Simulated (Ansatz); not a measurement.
Relaxed Ag (fcc, Cu type):

```yaml
crystal:
  lattice:
    - [4.14857, 0.00000, 0.00000]
    - [0.00000, 4.14857, 0.00000]
    - [0.00000, 0.00000, 4.14857]
  atoms:
    - { symbol: Ag, position: [0.00000, 0.00000, 0.00000] }
    - { symbol: Ag, position: [0.50000, 0.50000, 0.00000] }
    - { symbol: Ag, position: [0.50000, 0.00000, 0.50000] }
    - { symbol: Ag, position: [0.00000, 0.50000, 0.50000] }
```

Level of theory: PBE (plane waves to 420 eV, PAW, scalar-relativistic; Ansatz, a first-principles code). k mesh 9×9×9 (Γ-centred), Fermi-Dirac smearing 0.05 eV. With partly filled bands, energies and forces of such displacements shift with the k mesh and the smearing. On this mesh the relaxed cell isn't quite at rest: it carries a pressure of -0.1 GPa (compression positive) at the zero of the scan. Ag was relaxed with its symmetry unable to fall.

One atom of the cell was then moved (with its periodic images), all else fixed, and the forces (eV/Å) came out as:

```csv
atom,Fx,Fy,Fz
Ag1,0.000,0.000,-0.830
Ag2,0.000,0.000,-0.034
Ag3,0.000,0.000,0.432
Ag4,0.000,0.000,0.432
```

Task: Which atom was moved, and by which vector (Å)?

Result: Ag1, by (0.00, 0.00, 0.18), 0.18 Å in all.

(For displaced atoms, the force is minus the slope of the energy, and its curvature is a force constant, which sets phonon frequencies.)
